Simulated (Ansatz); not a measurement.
CaO (zinc blende, F-43m), a = 5.180 Å, b = 5.180 Å, c = 5.180 Å, α = 90.00°, β = 90.00°, γ = 90.00°; the cell used has 2 atoms.

Relaxed with PBEsol.

Problem. Which orbitals make up the states near the band edges in the program Ansatz at the PBEsol level (PAW)?

Solution. Top 1 eV of the valence band: O 2p 92 %, outside the projected shells 5 %. Bottom 1 eV of the conduction band: Ca 4s 70 %, O 2s 18 %, O 2p 8 %. Projections are on Löwdin-orthogonalised atomic valence shells; empty p or d shells of many metals are not among them.

Problem. Tabulate the density of states.

Solution. States/eV per cell of 2 atoms, in 0.25 eV bins, energy from the valence-band maximum.

| E (eV) | total | O 2p | Ca 4s | O 2s |
|---|---|---|---|---|
| -7.85 | 0.00 | 0.00 | 0.00 | 0.00 |
| -7.60 | 0.00 | 0.00 | 0.00 | 0.00 |
| -7.35 | 0.00 | 0.00 | 0.00 | 0.00 |
| -7.10 | 0.00 | 0.00 | 0.00 | 0.00 |
| -6.85 | 0.00 | 0.00 | 0.00 | 0.00 |
| -6.60 | 0.00 | 0.00 | 0.00 | 0.00 |
| -6.35 | 0.00 | 0.00 | 0.00 | 0.00 |
| -6.10 | 0.00 | 0.00 | 0.00 | 0.00 |
| -5.85 | 0.00 | 0.00 | 0.00 | 0.00 |
| -5.60 | 0.00 | 0.00 | 0.00 | 0.00 |
| -5.35 | 0.00 | 0.00 | 0.00 | 0.00 |
| -5.10 | 0.00 | 0.00 | 0.00 | 0.00 |
| -4.85 | 0.00 | 0.00 | 0.00 | 0.00 |
| -4.60 | 0.00 | 0.00 | 0.00 | 0.00 |
| -4.35 | 0.00 | 0.00 | 0.00 | 0.00 |
| -4.10 | 0.00 | 0.00 | 0.00 | 0.00 |
| -3.85 | 0.00 | 0.00 | 0.00 | 0.00 |
| -3.60 | 0.00 | 0.00 | 0.00 | 0.00 |
| -3.35 | 0.00 | 0.00 | 0.00 | 0.00 |
| -3.10 | 0.00 | 0.00 | 0.00 | 0.00 |
| -2.85 | 0.00 | 0.00 | 0.00 | 0.00 |
| -2.60 | 0.00 | 0.00 | 0.00 | 0.00 |
| -2.35 | 0.00 | 0.00 | 0.00 | 0.00 |
| -2.10 | 0.00 | 0.00 | 0.00 | 0.00 |
| -1.85 | 0.00 | 0.00 | 0.00 | 0.00 |
| -1.60 | 0.01 | 0.01 | 0.00 | 0.00 |
| -1.35 | 1.38 | 1.12 | 0.18 | 0.01 |
| -1.10 | 4.34 | 3.56 | 0.46 | 0.03 |
| -0.85 | 2.26 | 1.95 | 0.13 | 0.01 |
| -0.60 | 4.48 | 4.08 | 0.09 | 0.00 |
| -0.35 | 7.46 | 6.89 | 0.04 | 0.00 |
| -0.10 | 4.07 | 3.83 | 0.01 | 0.00 |
| 0.15 | 0.00 | 0.00 | 0.00 | 0.00 |
| 0.40 | 0.00 | 0.00 | 0.00 | 0.00 |
| 0.65 | 0.00 | 0.00 | 0.00 | 0.00 |
| 0.90 | 0.00 | 0.00 | 0.00 | 0.00 |
| 1.15 | 0.00 | 0.00 | 0.00 | 0.00 |
| 1.40 | 0.00 | 0.00 | 0.00 | 0.00 |
| 1.65 | 0.00 | 0.00 | 0.00 | 0.00 |
| 1.90 | 0.00 | 0.00 | 0.00 | 0.00 |
| 2.15 | 0.00 | 0.00 | 0.00 | 0.00 |
| 2.40 | 0.00 | 0.00 | 0.00 | 0.00 |
| 2.65 | 0.00 | 0.00 | 0.00 | 0.00 |
| 2.90 | 0.00 | 0.00 | 0.00 | 0.00 |
| 3.15 | 0.00 | 0.00 | 0.00 | 0.00 |
| 3.40 | 0.02 | 0.00 | 0.01 | 0.00 |
| 3.65 | 0.04 | 0.00 | 0.03 | 0.01 |
| 3.90 | 0.07 | 0.01 | 0.05 | 0.01 |
| 4.15 | 0.09 | 0.01 | 0.06 | 0.01 |
| 4.40 | 0.12 | 0.01 | 0.08 | 0.02 |
| 4.65 | 0.15 | 0.02 | 0.10 | 0.02 |
| 4.90 | 1.18 | 0.04 | 0.18 | 0.02 |
| 5.15 | 1.75 | 0.09 | 0.37 | 0.03 |
| 5.40 | 1.90 | 0.16 | 0.60 | 0.05 |
| 5.65 | 2.02 | 0.23 | 0.79 | 0.06 |
| 5.90 | 0.62 | 0.07 | 0.22 | 0.02 |
| 6.15 | 0.05 | 0.01 | 0.02 | 0.00 |
| 6.40 | 0.42 | 0.03 | 0.05 | 0.01 |
| 6.65 | 3.28 | 0.25 | 0.39 | 0.02 |
| 6.90 | 1.60 | 0.06 | 0.07 | 0.01 |
| 7.15 | 1.32 | 0.03 | 0.03 | 0.00 |
| 7.40 | 0.92 | 0.01 | 0.02 | 0.00 |
| 7.65 | 0.80 | 0.01 | 0.01 | 0.00 |
| 7.90 | 2.15 | 0.03 | 0.01 | 0.00 |
| 8.15 | 2.07 | 0.03 | 0.01 | 0.00 |

The start of the workflow was typed in or built on a structure type; neither database checked (COD, Materials Project) lists it. It is not the phase usual at ambient conditions (space group No. 225). The PBEsol relaxation kept the symmetry of its start; phonons on a q-mesh show no instability.

Potentials: the later of the program's two PAW sets.
